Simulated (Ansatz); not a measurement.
Does relaxation matter for the field gradients of WS2 with Ga replacing W?

Start: a supercell of WS2 (space group P6_3/mmc) built from a structure deposited in the COD (the entry's cell lengths or inner coordinates differ somewhat from later room-temperature determinations), with all atoms left at the host's positions.

Space group P-6m2 (No. 187); a = 9.5400, c = 12.5000 Å, γ = 120.00°.

```
site  Wyckoff  site symmetry       x       y       z
  Ga       1a           -6m2  0.0000  0.0000  0.0000
  W2       6l            m..  0.0000  0.3333  0.0000
  W6       1c           -6m2  0.3333  0.6667  0.0000
  W8       1e           -6m2  0.6667  0.3333  0.0000
 W10       3k            mm2  0.1111  0.8889  0.5000
 W12       3k            mm2  0.1111  0.5556  0.5000
 W14       3k            mm2  0.4444  0.2222  0.5000
 S19       2g            3m.  0.0000  0.0000  0.3750
 S20      12o              1  0.0000  0.3333  0.3750
 S24       2h            3m.  0.3333  0.6667  0.3750
 S26       2i            3m.  0.6667  0.3333  0.3750
 S28       6n            .m.  0.1111  0.8889  0.8750
 S30       6n            .m.  0.1111  0.5556  0.8750
 S32       6n            .m.  0.4444  0.2222  0.8750
```

One atom of each set is listed.

Method: Kohn–Sham DFT in Ansatz, PBE, plane waves and PAW, scalar-relativistic, 420 eV cutoff, Γ-centred 3×3×2 k-points, Fermi–Dirac smearing 0.01 eV, cell charge -1.

The largest force at the start is 0.91 eV/Å. Relaxing the ions at fixed cell moves them by 0.072 Å at most (atom 4, W) and 0.036 Å rms.

```tsv
site	moved (Å)	first shell before	first shell after	V_zz before (10²¹ V/m²)	η before
Ga	0.000	6 S at 2.41 Å	6 S at 2.45 Å	-3.62	0.00
W2	0.072	6 S at 2.41 Å	6 S at 2.39–2.42 Å	-22.0	0.21
W6	0.000	6 S at 2.41 Å	6 S at 2.42 Å	-16.51	0.00
W8	0.000	6 S at 2.41 Å	6 S at 2.42 Å	-18.59	0.00
W10	0.000	6 S at 2.41 Å	6 S at 2.42 Å	-18.11	0.00
W12	0.001	6 S at 2.41 Å	6 S at 2.42 Å	-17.98	0.01
W14	0.000	6 S at 2.41 Å	6 S at 2.42 Å	-17.97	0.01
S28	0.069	2 W at 2.41 Å, 1 Ga at 2.41 Å	2 W at 2.42 Å, 1 Ga at 2.45 Å	-4.18	0.74
S30	0.041	3 W at 2.41 Å	3 W at 2.39–2.42 Å	-4.26	0.05
S32	0.011	3 W at 2.41 Å	3 W at 2.42 Å	-4.73	0.22
```

Question: What are V_zz and η after the relaxation?

Answer: 

```json
{"site": "Ga", "V_zz after": "-3.41", "η after": "0.00", "change of V_zz": "+0.21"}
{"site": "W2", "V_zz after": "-21.8", "η after": "0.46", "change of V_zz": "+0.16"}
{"site": "W6", "V_zz after": "-13.42", "η after": "0.00", "change of V_zz": "+3.09"}
{"site": "W8", "V_zz after": "-17.62", "η after": "0.00", "change of V_zz": "+0.97"}
{"site": "W10", "V_zz after": "-17.65", "η after": "0.00", "change of V_zz": "+0.46"}
{"site": "W12", "V_zz after": "-17.52", "η after": "0.00", "change of V_zz": "+0.46"}
{"site": "W14", "V_zz after": "-17.58", "η after": "0.02", "change of V_zz": "+0.39"}
{"site": "S28", "V_zz after": "-5.01", "η after": "0.57", "change of V_zz": "-0.83"}
{"site": "S30", "V_zz after": "-3.65", "η after": "0.41", "change of V_zz": "+0.61"}
{"site": "S32", "V_zz after": "-4.91", "η after": "0.01", "change of V_zz": "-0.18"}
```

The largest change of V_zz is on W6, from -16.51 to -13.42. In per cent, |V_zz| changes by -6 on Ga, -19 to -1 on W, -14 to +20 on S (all sites that start above 2). Where |V_zz| stays above 0.1, η moves most on S30, from 0.05 to 0.41. The table leaves out 4 of the 14 sites, with |V_zz| up to 4.89; their tensors move by 0.19 at most along any direction. The statements above cover all sites. The host's own positions weren't relaxed first, so part of the change far from the defect can be the host's relaxation.

The run isn't spin-polarised, and a state with spin may lie lower. The defect repeats with the cell of 54 atoms, so it feels its images: sites between two images don't show the values beside a lone defect, and zeros or small values of η there can come from the images' arrangement. S and W carry a gradient in the pure host already, so the values there aren't the defect's effect alone. A uniform background compensates the cell's charge. The defect cell has no gap above 0.1 eV on its mesh, so the values can hang on the smearing and the k-mesh. Without spin–orbit coupling the gradients at and beside W can be off by some per cent, at some sites by far more.
Before: The neighbours have not yet relaxed around the defect (largest force 0.91 eV/Å), and relaxing can change the values around it severalfold.
After: The relaxation keeps the site symmetry -6m2 of the start, so the impurity can't leave its site; a distortion that would localise the partly filled state isn't explored.
